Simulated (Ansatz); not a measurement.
Starting cell, AgCl (rock salt):

```
CELL_PARAMETERS angstrom
      0.00000     5.54504     5.54504
      2.77252     0.00000     2.77252
      2.77252     2.77252     0.00000
ATOMIC_POSITIONS crystal
  Cl 0.00000 0.00000 0.00000
  Cl 0.50000 0.00000 0.00000
  Ag 0.25000 0.50000 0.50000
  Ag 0.75000 0.50000 0.50000
```

A phonon eigenvector at L = (0.5, 0.0, 0.0) is frozen into this cell: atom i moves by Q times the vector below, so Q is the largest atomic displacement, in Å. The cell is held. (q is in reciprocal vectors of the primitive cell; the cell shown is doubled to hold the pattern.)

```tsv
atom	x	y	z
Cl1	-0.577	0.577	0.577
Cl2	0.577	-0.577	-0.577
```

Atoms not listed stay in place.

All values below come from r2SCAN (plane waves to 500 eV, PAW, scalar-relativistic; Ansatz, a program for electronic structure). k mesh 5×10×10 (Γ-centred), Fermi-Dirac smearing 0.05 eV. The energy includes the smearing's −TS. AgCl was relaxed with its symmetry unable to fall. ΔE is measured from the undisplaced structure.

Problem. Estimate the ΔE (meV/cell) for Q (Å) = -0.100, -0.083, -0.067, -0.033, 0.050, 0.083.

Solution. 
```
Q (Å)   ΔE (meV/cell)
------  -------------
-0.100           50.3
-0.083           34.9
-0.067           22.3
-0.033            5.6
0.050            12.5
0.083            34.9
```

(A displaced cell: forces are minus the slopes of the energy, force constants its curvatures, and phonons follow from these.)
